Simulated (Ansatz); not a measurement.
C (graphite, P6_3/mmc) under volume change, LDA in the plane-wave PAW code Ansatz, shape and atoms relaxed at each volume.

```json
[
 {"V (Å³/atom)": "7.856", "E − E(relaxed) (meV/atom)": "8.8", "P (GPa)": "4.48"},
 {"V (Å³/atom)": "8.115", "E − E(relaxed) (meV/atom)": "3.3", "P (GPa)": "2.41"},
 {"V (Å³/atom)": "8.374", "E − E(relaxed) (meV/atom)": "0.7", "P (GPa)": "0.95"},
 {"V (Å³/atom)": "8.633", "E − E(relaxed) (meV/atom)": "0.0", "P (GPa)": "0.01"},
 {"V (Å³/atom)": "8.892", "E − E(relaxed) (meV/atom)": "0.6", "P (GPa)": "-0.68"},
 {"V (Å³/atom)": "9.151", "E − E(relaxed) (meV/atom)": "2.1", "P (GPa)": "-1.07"},
 {"V (Å³/atom)": "9.410", "E − E(relaxed) (meV/atom)": "4.0", "P (GPa)": "-1.30"}
]
```

### Question
What does a third-order Birch–Murnaghan fit give for V₀, B₀ and B′?

### Answer
V₀ = 8.62 Å³/atom, B₀ = 27.8 GPa, B′ = 12.8.

Symmetry was held in the LDA relaxation. A crystal of weakly bound layers computed without a dispersion correction: the cell and the soft elastic constants depend strongly on that.

Potentials: the later of the program's two PAW sets.
